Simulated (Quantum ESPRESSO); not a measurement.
Space group P3₁21 (No. 152); a = 4.058 Å, b = 4.058 Å, c = 5.135 Å, α = 90.00°, β = 90.00°, γ = 120.00°

```json
[
 {"atom": "Se", "site": "3a", "symmetry": ".2.", "x": "0.7517", "y": "0.7517", "z": "0.0000"}
]
```

Cell and atoms were relaxed with PBE+D3(BJ) from Materials Project entry mp-14, within its symmetry.

What does norm-conserving PBEsol (Quantum ESPRESSO, 86 Ry, with spin-orbit coupling) give for the electronic structure near the Fermi level?

The PBEsol gap is direct, 0.33 eV at H.
